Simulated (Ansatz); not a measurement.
The calculation used Ansatz, DFT PBE, scalar-relativistic, plane waves, PAW. Settings: cutoff 420 eV, Γ-centred meshes spaced at most about 0.3 Å⁻¹, and about 0.25 Å⁻¹ or finer for metals (2π included), Gaussian smearing. No spin polarisation in the final relaxations.

These are static total energies at zero pressure. All come from trial cells, and lower structures may exist.

Question: These unrelaxed guesses for Ti2NbC3 are each relaxed within their symmetry. Order them by the energy at which they end, lowest first.
1.

```
Ti Nb C
1.0
     3.66137    0.00000    0.00000
    -1.83069    3.17084    0.00000
     0.00000    0.00000    6.84337
Ti Nb C
2 1 3
Direct
  0.66667 0.33333 0.23545
  0.66667 0.33333 0.76455
  0.00000 0.00000 0.00000
  0.00000 0.00000 0.50000
  0.33333 0.66667 0.00000
  0.33333 0.66667 0.50000
```

2.

```
Ti Nb C
1.0
     4.99176    0.00000    0.00000
    -2.49588    4.32299    0.00000
     0.00000    0.00000    3.88246
Ti Nb C
2 1 3
Direct
  0.66667 0.33333 0.00000
  0.33333 0.66667 0.00000
  0.00000 0.00000 0.00000
  0.50000 0.00000 0.50000
  0.50000 0.50000 0.50000
  0.00000 0.50000 0.50000
```

3.

```
Ti Nb C
1.0
     2.51242    1.45055    4.19080
    -2.51242    1.45055    4.19080
     0.00000   -2.90109    4.19080
Ti Nb C
2 1 3
Direct
  0.12220 0.12220 0.12220
  0.87780 0.87780 0.87780
  0.50000 0.50000 0.50000
  0.00000 0.50000 0.50000
  0.50000 0.00000 0.50000
  0.50000 0.50000 0.00000
```

4.

```
Ti Nb C
1.0
     4.54455    0.00000    0.00000
    -2.27227    3.93570    0.00000
     0.00000    0.00000    5.55406
Ti Nb C
2 1 3
Direct
  0.33333 0.66667 0.00000
  0.66667 0.33333 0.00000
  0.00000 0.00000 0.50000
  0.50000 0.00000 0.50000
  0.00000 0.50000 0.50000
  0.50000 0.50000 0.50000
```

Answer: 4 (ends in P6/mmm, 0 meV/atom), 3 (ends in R-3m, 0.32 eV/atom), 2 (ends in P6/mmm, 0.57 eV/atom), 1 (ends in P-6m2, 0.70 eV/atom).

Cells relaxed within their symmetry can be saddle points. Some types were kept out of the candidates beforehand, so the set may lack a known form.
